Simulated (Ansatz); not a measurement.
# Ni: converged, but where?

The cell (2 atoms) is Ni as a measured crystal structure (space group Fm-3m, primitive cell doubled). Source: COD entry 9012969; the sample's temperature and pressure aren't taken into account, and it need not be the stable phase.

These are results of DFT, PBE, PAW, plane waves, scalar-relativistic in Ansatz, not measurements.

```yaml
crystal:
  lattice:
    - [0.0, 1.7606, 1.7606]
    - [3.5212, 0.0, 3.5212]
    - [1.7606, 1.7606, 0.0]
  atoms:
    - { symbol: Ni, position: [0.0, 0.0, 0.0], spin: 2.0 }
    - { symbol: Ni, position: [0.0, 0.5, 0.0], spin: -2.0 }
  symmetry: { detect: false, time_reversal: true }
magnetization:
  spin_polarized: true
hamiltonian:
  xc: pbe
  pseudopotentials: { kind: paw }
basis:
  ecutwfc: 420
kpoints:
  mp_grid: { grid: [15, 8, 15] }
scf:
  occupations: { method: fermi_dirac, width: 0.1 }
  lower_state_search: "off"
output:
  forces: true
  stress: true
```

Wall time and machine: 120 s on 2 threads of Arm Neoverse V2, on a shared host, peak memory 1.1 GiB.

The end of the output:

```
SCF converged after 24 iterations
Magnetization: -0.0000 μB (18.0000 up, 18.0000 down)
Absolute magnetization: 0.0000 μB (∫|ρ↑−ρ↓|, with the PAW one-centre terms)
Spin contamination: 0.0000 ħ² per cell (⟨S²⟩ above its minimum at these occupations)
Per-site moments (μB) at R_I (Å): [(-1.4557e-6, 1.0270), (-9.0226e-6, 1.0270)]
Free energy (F): -11679.425389 eV
Harris-Foulkes:  -11679.425389 eV  (|F-HF|=1.36e-8)
Internal energy: -11679.250046 eV  (E = F + TS)
E sigma→0 (E₀):  -11679.337717 eV
Entropy (-TS):   -0.175343 eV (-87.672 meV/atom)
Fermi energy:    17.946727 eV
--- Forces (eV/Å), atoms counted from 1 ---
  atom   1  Ni     0.00000006    -0.00000006     0.00000006
  atom   2  Ni    -0.00000006     0.00000006    -0.00000006
--- Stress (GPa, compression-positive) ---
       -1.041077      -0.043327       0.038704
       -0.043327      -1.124637      -0.043327
        0.038704      -0.043327      -1.041077
  P = ⅓ Tr σ = -1.0689 GPa (-10.689 kbar)
```

The mesh has less symmetry than the lattice, which lowers the symmetry of the run.

A small moment in a metal is sensitive to the mesh and the smearing.

Site moments are taken inside atomic spheres and don't add up to the total.

Question: The run converged. Is this the lowest state of the cell, and if not, what lies lower and how is it reached?

Answer: No. A state 36.3 meV/atom (0.073 eV per cell) lower exists in this cell: ferromagnetic, site moments Ni1 0.67, Ni2 0.67 μB, total 1.26 μB per cell, no gap on the k-mesh. It was reached from: parallel moments, default search for lower states [Ni1 2.00, Ni2 2.00 μB]; a moment on one site alone, plain SCF [Ni1 2.00 μB]. The wrong state matters: the pressure is -0.1 GPa there against -1.1 GPa here. Signs that this run gave and the runs to the lower state didn't: a negative reading of the dielectric operator (it may be a saddle point). This multiple of the primitive cell fits some opposed orders; other multiples fit others. “Lowest” means lowest among the runs made in this cell.
